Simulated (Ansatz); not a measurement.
Tl$_{3}$VSe$_{4}$:
```xyz
8
Lattice="-3.9127 3.9127 3.9127 3.9127 -3.9127 3.9127 3.9127 3.9127 -3.9127" Properties=species:S:1:pos:R:3 pbc="T T T"
V      0.0000     0.0000     0.0000
Tl     0.0000     0.0000     3.9127
Tl     3.9127     0.0000     0.0000
Tl     0.0000     3.9127     0.0000
Se     2.5951     2.5951     2.5951
Se    -1.3175     1.3175     1.3175
Se     1.3175     1.3175    -1.3175
Se     1.3175    -1.3175     1.3175
```

Relaxed with r²SCAN. Special points in fractions of this cell's reciprocal vectors: Γ (0.000, 0.000, 0.000); H (0.500, -0.500, 0.500); N (0.000, 0.000, 0.500); P (0.250, 0.250, 0.250).

### Question
List the band energies nearest the valence-band maximum at these points for plane-wave PAW r²SCAN (Ansatz code).

### Answer
In eV from the valence-band maximum; about four levels below and three above (degenerate sets whole), none deeper than 8.9 eV; points with the same levels are listed once.

```tsv
k	below	above
Γ	-1.54 -1.54 -1.54 -0.63 -0.63	2.49 2.49 2.63 2.63 2.63
H	-0.33 -0.33 0.00 0.00 0.00	2.30 2.30 2.30
N	-0.50 -0.48 -0.38 -0.01	1.81 2.09 2.22
P	-0.62 -0.62 -0.62 -0.53 -0.53 -0.53	1.91 1.91 2.82 2.82 2.82
```

Space group I-43m. The first step of the workflow began from a Materials Project structure, measured or hypothetical; the Crystallography Open Database copy checked does not list it. Its standing as an ambient phase is unchecked. The r²SCAN relaxation kept the symmetry of its start; its stability against distortions is not shown here. The run is not spin-polarised. Spin–orbit coupling is left out wherever it is not named.

Potentials: the later of the program's two PAW sets.
